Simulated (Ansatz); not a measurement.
The elements of this relaxed trial crystal are hidden behind letters.

```
lattice vectors (Å)
   0.0000    4.1394    4.1394
   4.1394    0.0000    4.1394
   4.1394    4.1394    0.0000
fractional positions
X 0.5000 0.5000 0.5000
X 0.5000 0.0000 0.0000
X 0.5000 0.0000 0.5000
X 0.0000 0.5000 0.5000
X 0.0000 0.5000 0.0000
X 0.5000 0.5000 0.0000
X 0.0000 0.0000 0.5000
Z 0.0000 0.0000 0.0000
```

All numbers below come from DFT PBE, scalar-relativistic, plane waves, PAW (Ansatz 0.2.0). The final run on the 8-atom cell used 420 eV, a Γ-centred 8×8×8 mesh, 0.10 eV smearing and no spin polarisation.

```
Space group                              : Fm-3m (No. 225)
Conventional cell                        : a = 8.279 Å
Volume per atom                          : 17.73 Å³
Density                                  : 8.18 g/cm³
Energy over the elements                 : +0.50 eV/atom
Gap on the 8×8×8 mesh of the 8-atom cell : 0 eV (a metal)
```

Energies are uncorrected and count from the elements' standard states at the same level.

Task: X is a p-block element of period 4 and Z is a d-block element of period 6. Which elements are they?

Result: X = Ge, Z = Os, so the formula is Ge7Os. Density times volume gives a mean mass of 8.18 × 17.73/1.6605 = 87.3 u per atom, and this set has 87.3 u. Ge on a site of symmetry m-3m has 12 Ge at 2.93 Å; Ge on a site of symmetry mmm has 10 Ge at 2.93 Å and 2 Os at 2.93 Å; around Os lie 12 Ge at 2.93 Å. Other sets within the hints have nearly the same mass, so mass alone doesn't settle it; this one was computed.

Spin–orbit coupling, which can matter for Os, is left out. Symmetry constrained the relaxation, so the result can be a saddle point.
